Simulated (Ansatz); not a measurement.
Bi₂Pt:
Space group P31m (No. 157); a = 6.5785 Å, b = 6.5785 Å, c = 6.1319 Å, α = 90.00°, β = 90.00°, γ = 120.00°

```
atom  site  symmetry       x       y       z
----  ----  --------  ------  ------  ------
Bi      1a       3.m  0.0000  0.0000  0.3498
Bi      2b       3..  0.3333  0.6667  0.2164
Bi      3c       ..m  0.3928  0.3928  0.7258
Pt      3c       ..m  0.7409  0.7409  0.9995
```

Relaxed with PBEsol.

Problem. Which orbitals make up the states near the Fermi level in PBEsol (plane waves, PAW; program Ansatz)?

Solution. Within 0.5 eV of the Fermi level: Bi 6p 70 %, Pt 5d 19 %. Projections are on Löwdin-orthogonalised atomic valence shells; empty p or d shells of many metals are not among them.

Problem. Tabulate the density of states.

Solution. States/eV per cell of 9 atoms, in 0.25 eV bins, energy from the Fermi level.

| E (eV) | total | Bi 6p | Pt 5d | Pt 6s |
|---|---|---|---|---|
| -7.85 | 0.00 | 0.00 | 0.00 | 0.00 |
| -7.60 | 0.00 | 0.00 | 0.00 | 0.00 |
| -7.35 | 0.00 | 0.00 | 0.00 | 0.00 |
| -7.10 | 0.00 | 0.00 | 0.00 | 0.00 |
| -6.85 | 0.00 | 0.00 | 0.00 | 0.00 |
| -6.60 | 0.00 | 0.00 | 0.00 | 0.00 |
| -6.35 | 0.04 | 0.02 | 0.01 | 0.00 |
| -6.10 | 2.24 | 1.18 | 0.47 | 0.45 |
| -5.85 | 4.05 | 1.98 | 0.96 | 0.83 |
| -5.60 | 4.93 | 2.42 | 1.49 | 0.75 |
| -5.35 | 6.56 | 3.04 | 2.52 | 0.68 |
| -5.10 | 6.40 | 3.00 | 2.69 | 0.43 |
| -4.85 | 9.09 | 3.81 | 4.64 | 0.31 |
| -4.60 | 9.50 | 3.28 | 5.54 | 0.33 |
| -4.35 | 8.80 | 2.60 | 5.66 | 0.23 |
| -4.10 | 12.06 | 2.85 | 8.56 | 0.22 |
| -3.85 | 12.72 | 2.94 | 9.19 | 0.20 |
| -3.60 | 14.19 | 3.13 | 10.33 | 0.30 |
| -3.35 | 14.51 | 3.47 | 10.17 | 0.28 |
| -3.10 | 9.84 | 2.12 | 7.00 | 0.23 |
| -2.85 | 12.48 | 2.49 | 9.11 | 0.32 |
| -2.60 | 10.95 | 2.47 | 7.74 | 0.29 |
| -2.35 | 6.80 | 1.39 | 4.90 | 0.23 |
| -2.10 | 7.88 | 3.01 | 4.14 | 0.26 |
| -1.85 | 5.06 | 2.56 | 2.02 | 0.15 |
| -1.60 | 5.49 | 3.18 | 1.89 | 0.09 |
| -1.35 | 5.82 | 3.56 | 1.79 | 0.08 |
| -1.10 | 6.40 | 4.05 | 1.78 | 0.08 |
| -0.85 | 5.43 | 3.71 | 1.21 | 0.07 |
| -0.60 | 3.60 | 2.48 | 0.75 | 0.05 |
| -0.35 | 4.27 | 2.93 | 0.90 | 0.07 |
| -0.10 | 3.18 | 2.23 | 0.59 | 0.07 |
| 0.15 | 4.08 | 2.90 | 0.75 | 0.10 |
| 0.40 | 3.49 | 2.44 | 0.67 | 0.09 |
| 0.65 | 3.94 | 2.74 | 0.73 | 0.12 |
| 0.90 | 4.88 | 3.42 | 0.87 | 0.14 |
| 1.15 | 5.84 | 4.19 | 0.95 | 0.19 |
| 1.40 | 4.62 | 3.29 | 0.68 | 0.21 |
| 1.65 | 4.62 | 3.32 | 0.63 | 0.21 |
| 1.90 | 4.55 | 3.38 | 0.56 | 0.20 |
| 2.15 | 3.82 | 2.84 | 0.47 | 0.17 |
| 2.40 | 5.69 | 4.18 | 0.67 | 0.33 |
| 2.65 | 6.56 | 4.87 | 0.74 | 0.35 |
| 2.90 | 5.25 | 3.98 | 0.57 | 0.25 |
| 3.15 | 5.49 | 4.13 | 0.51 | 0.35 |
| 3.40 | 5.21 | 3.85 | 0.45 | 0.42 |
| 3.65 | 4.29 | 2.96 | 0.35 | 0.55 |
| 3.90 | 2.33 | 1.23 | 0.12 | 0.62 |
| 4.15 | 3.14 | 1.36 | 0.11 | 1.03 |
| 4.40 | 5.47 | 2.36 | 0.18 | 1.68 |
| 4.65 | 4.24 | 1.69 | 0.12 | 1.23 |

The workflow started from a Materials Project entry (that database holds measured and hypothetical structures alike); the Crystallography Open Database copy checked does not list it. COD files the formula under space group No. 205, so this cell is another polymorph or a model. Its standing as an ambient phase is unchecked. The cell was relaxed with PBEsol under the symmetry of its start; of distortions, only those at the zone centre were tested. The run is not spin-polarised. Axis ratios of metals converge slowly with the k-mesh, so a and c are less sure than the volume. Scalar-relativistic: spin–orbit coupling is off unless named, which matters more the heavier the elements.

Potentials: the later of the program's two PAW sets.
